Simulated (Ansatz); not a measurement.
Relaxed SiC (wurtzite):

```xyz
8
Lattice="6.1839 0.0000 0.0000 -1.5460 2.6777 0.0000 0.0000 0.0000 5.0743" Properties=species:S:1:pos:R:3 pbc="T T T"
Si     1.5460     0.8926     0.0026
Si     4.6379     0.8926     0.0026
Si     0.0000     1.7851     2.5398
Si     3.0920     1.7851     2.5398
C      1.5460     0.8926     3.1698
C      4.6379     0.8926     3.1698
C      0.0000     1.7851     0.6327
C      3.0920     1.7851     0.6327
```

The atoms are displaced by Q × the pattern below (from a DFPT mode at M = (0.5, 0.0, 0.0), largest move 1; Q in Å), at fixed cell. (q is in reciprocal vectors of the primitive cell; the cell shown is doubled to hold the pattern.)

```
atom       x       y       z
----  ------  ------  ------
Si1    0.027   0.016  -0.158
Si2   -0.027  -0.016   0.158
Si3    0.027   0.016   0.158
Si4   -0.027  -0.016  -0.158
C5    -0.818  -0.472   0.329
C6     0.818   0.472  -0.329
C7    -0.818  -0.472  -0.329
C8     0.818   0.472   0.329
```

Method: PBE (plane waves to 420 eV, PAW, scalar-relativistic; Ansatz, a quantum-chemistry and plane-wave program). k mesh 6×12×7 (Γ-centred), Fermi-Dirac smearing 0.05 eV. SiC was relaxed with its symmetry unable to fall.

At one point of the scan the forces (eV/Å) are:

| atom | Fx | Fy | Fz |
|---|---|---|---|
| Si1 | -0.237 | -0.137 | 0.715 |
| Si2 | -0.013 | -0.007 | -0.808 |
| Si3 | 0.013 | 0.007 | -0.808 |
| Si4 | 0.237 | 0.137 | 0.715 |
| C5 | 1.534 | 0.886 | -0.629 |
| C6 | -1.832 | -1.058 | 0.721 |
| C7 | 1.832 | 1.058 | 0.721 |
| C8 | -1.534 | -0.886 | -0.629 |

**Question.** Which point is it?
A) Q = 0.067 Å
B) Q = 0.017 Å
C) Q = 0.083 Å
D) Q = 0.050 Å

**Answer.** A, Q = 0.067 Å

(For displaced atoms, the force is minus the slope of the energy, and its curvature is a force constant, which sets phonon frequencies.)
